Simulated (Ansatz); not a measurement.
Rh (fcc, Cu type)

```cif
data_Rh4
_chemical_formula_sum 'Rh4'
_space_group_name_H-M_alt 'Fm-3m'
_space_group_IT_number 225
_space_group_name_Hall '-F 4 2 3'
_cell_length_a 3.80000
_cell_length_b 3.80000
_cell_length_c 3.80000
_cell_angle_alpha 90.000
_cell_angle_beta 90.000
_cell_angle_gamma 90.000
loop_
_atom_site_label
_atom_site_type_symbol
_atom_site_symmetry_multiplicity
_atom_site_Wyckoff_symbol
_atom_site_fract_x
_atom_site_fract_y
_atom_site_fract_z
_atom_site_occupancy
Rh1 Rh 4 a 0.00000 0.00000 0.00000 1
```
(The calculation used a cell of 1 atom; values per cell refer to that cell.)

The relaxed cell is deformed in two ways at once: its volume V is scaled, and at that volume it is stretched along z (the c axis of the conventional cell) so that c/a changes. Fractional atomic positions are held.

The numbers are results of r2SCAN (plane waves to 500 eV, PAW, scalar-relativistic; Ansatz, a first-principles code), not measurements. k mesh 21×21×21 (Γ-centred), Fermi-Dirac smearing 0.05 eV. Energies are smeared free energies. With partly filled bands, the response to shear is sensitive to the k mesh, so small differences along c/a are uncertain. Rh is run without spin polarisation. Rh was relaxed with its symmetry unable to fall. The zero of ΔE is the relaxed starting cell.

Q: Give the computed ΔE (eV/atom) at all points of the grid V/V₀ = 0.920, 0.947, 0.973, 1.000, 1.027, 1.053, 1.080 by (c/a)/(c/a)₀ = 0.880, 0.920, 0.960, 1.000, 1.040, 1.080, 1.120.

A: ΔE (eV/atom), with V/V₀ across and (c/a)/(c/a)₀ down:

| (c/a)/(c/a)₀ \ V/V₀ | 0.920 | 0.947 | 0.973 | 1.000 | 1.027 | 1.053 | 1.080 |
|---|---|---|---|---|---|---|---|
| 0.880 | 0.209 | 0.150 | 0.116 | 0.102 | 0.105 | 0.123 | 0.154 |
| 0.920 | 0.145 | 0.089 | 0.057 | 0.046 | 0.052 | 0.072 | 0.105 |
| 0.960 | 0.105 | 0.051 | 0.021 | 0.012 | 0.019 | 0.041 | 0.076 |
| 1.000 | 0.092 | 0.038 | 0.009 | 0.000 | 0.008 | 0.031 | 0.066 |
| 1.040 | 0.105 | 0.051 | 0.021 | 0.011 | 0.019 | 0.041 | 0.076 |
| 1.080 | 0.143 | 0.087 | 0.055 | 0.044 | 0.049 | 0.070 | 0.103 |
| 1.120 | 0.203 | 0.144 | 0.109 | 0.094 | 0.097 | 0.115 | 0.146 |

(Under strain, the slope of the energy per volume gives the stress and its curvature an elastic modulus.)
